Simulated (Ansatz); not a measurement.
# Several inputs for ZnO with an O vacancy

Cell: a supercell of ZnO (wurtzite type, P6_3mc) built from a structure deposited in the COD, with all atoms left at the host's positions.

```
CELL_PARAMETERS angstrom
6.49862 0.00000 0.00000
-4.87396 8.44195 0.00000
0.00000 0.00000 10.41142
ATOMIC_POSITIONS crystal
Zn 0.16667 0.22222 0.25000
Zn 0.16667 0.22222 0.75000
Zn 0.16667 0.55556 0.25000
Zn 0.16667 0.55556 0.75000
Zn 0.16667 0.88889 0.25000
Zn 0.16667 0.88889 0.75000
Zn 0.66667 0.22222 0.25000
Zn 0.66667 0.22222 0.75000
Zn 0.66667 0.55556 0.25000
Zn 0.66667 0.55556 0.75000
Zn 0.66667 0.88889 0.25000
Zn 0.66667 0.88889 0.75000
Zn 0.33333 0.11111 0.00000
Zn 0.33333 0.11111 0.50000
Zn 0.33333 0.44444 0.00000
Zn 0.33333 0.44444 0.50000
Zn 0.33333 0.77778 0.00000
Zn 0.33333 0.77778 0.50000
Zn 0.83333 0.11111 0.00000
Zn 0.83333 0.11111 0.50000
Zn 0.83333 0.44444 0.00000
Zn 0.83333 0.44444 0.50000
Zn 0.83333 0.77778 0.00000
Zn 0.83333 0.77778 0.50000
O 0.33333 0.11111 0.68951
O 0.33333 0.44444 0.18951
O 0.33333 0.44444 0.68951
O 0.33333 0.77778 0.18951
O 0.33333 0.77778 0.68951
O 0.83333 0.11111 0.18951
O 0.83333 0.11111 0.68951
O 0.83333 0.44444 0.18951
O 0.83333 0.44444 0.68951
O 0.83333 0.77778 0.18951
O 0.83333 0.77778 0.68951
O 0.16667 0.22222 0.43950
O 0.16667 0.22222 0.93951
O 0.16667 0.55556 0.43950
O 0.16667 0.55556 0.93951
O 0.16667 0.88889 0.43950
O 0.16667 0.88889 0.93951
O 0.66667 0.22222 0.43950
O 0.66667 0.22222 0.93951
O 0.66667 0.55556 0.43950
O 0.66667 0.55556 0.93951
O 0.66667 0.88889 0.43950
O 0.66667 0.88889 0.93951
```

Atoms are numbered from 1 in the order listed; like atoms form one site, named after its first atom.

Reference run. Level of theory: DFT, PBE, plane waves and PAW, scalar-relativistic, collinear spin, 420 eV cutoff, Γ-centred 3×2×2 k-points, Fermi–Dirac smearing 0.01 eV (Ansatz 0.2.0). Start moments as typed (μB): 0.5 0 0 0 0.5 0 0.5 0 0 0 0 0 0.5 0 0 0 0 0 0 0 0 0 0 0 0 0 0 0 0 0 0 0 0 0 0 0 0 0 0 0 0 0 0 0 0 0 0 by atom.

It gives V_zz (10²¹ V/m²) Zn13 7.15 (η 0.00), O30 0.94 (η 0.25), among others. Each of these runs changes the input as listed (caps on SCF iterations aside):

A. basis.ecutwfc: not typed → 14.7 Ry; scf.algorithm: not typed → direct_min; scf.eigensolver.kind: not typed → davidson; basis.precision: not typed → f64
B. scf.mixing.preconditioner: not typed → kerker_dos; scf.occupations.method: fermi_dirac → methfessel_paxton; scf.occupations.width: 0.01 → 0.025

(1) How does each run end, and how far do the gradients move?

Results:

(1) 

```json
{"run": "A", "Zn13 V_zz (η)": "6.73 (0.00)", "O30 V_zz (η)": "0.85 (0.13)", "largest change of a gradient tensor, all atoms": "0.42", "note": "converged; cutoff below the recommended one"}
{"run": "B", "Zn13 V_zz (η)": "7.15 (0.00)", "O30 V_zz (η)": "0.94 (0.25)", "largest change of a gradient tensor, all atoms": "0.00", "note": "converged"}
```

Run A moves them most, on Zn13 (V_zz from 7.15 to 6.73); against its own size the tensor moves most on O41 among sites above 0.3 (by 0.15, V_zz from 0.57 to 0.52).

Run A changes basis.ecutwfc, basis.precision together, so the table can't tell their shares apart.

On the reference run: The defect repeats with the cell of 47 atoms, so it feels its images: sites between two images don't show the values beside a lone defect, and zeros or small values of η there can come from the images' arrangement. O and Zn carry a gradient in the pure host already, so the values there aren't the defect's effect alone. With a gap of 0.8 eV on this mesh, small gradients can still move by 0.1 × 10²¹ V/m² or more as the k-mesh gets denser. The start moments die out, and the run ends without spin. The neighbours have not yet relaxed around the defect (largest force 0.87 eV/Å), so a real crystal will differ.
